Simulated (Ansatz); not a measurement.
## Equation of state of MgB$_{2}$ from a dense series

```xyz
3
Lattice="3.0850 0.0000 0.0000 -1.5425 2.6717 0.0000 0.0000 0.0000 3.5230" Properties=species:S:1:pos:R:3 pbc="T T T"
Mg    0.0000    0.0000    0.0000
B     0.0000    1.7811    1.7615
B     1.5425    0.8906    1.7615
```

Atom numbers follow the list: Mg1, B2, B3.

The cell comes from COD entry 1000026, which wasn't checked; take it as a given geometry.

Theory: Ansatz 0.2.0, DFT, LDA, all-electron LAPW, scalar-relativistic.

Settings: a Γ-centred 12×12×9 k mesh, Fermi–Dirac smearing of 0.05 eV, basis error target 0.5 meV/atom, no spin polarisation.

The cell is scaled evenly. Fractional coordinates are held (clamped ions).

```tsv
V (Å³/atom)	P (GPa)
9.098	1.87
9.292	-1.59
9.485	-4.74
9.582	-6.21
9.679	-7.60
9.776	-8.93
9.873	-10.20
10.066	-12.55
```

(1) Fit a third-order Birch–Murnaghan curve to the pressures.

(2) Predict the pressure at the withheld volume, 10.260 Å³/atom.

Results:

(1) P = (3B0/2)(y^(7/2) − y^(5/2))[1 + (3/4)(B0′ − 4)(y − 1)] with y = (V0/V)^(2/3) fits within 0.01 GPa for V0 = 9.201 Å³/atom, B0 = 164.3 GPa and B0′ = 3.61.

(2) There y = 0.9299, so the fit gives -14.69 GPa; the run gave -14.69 GPa.
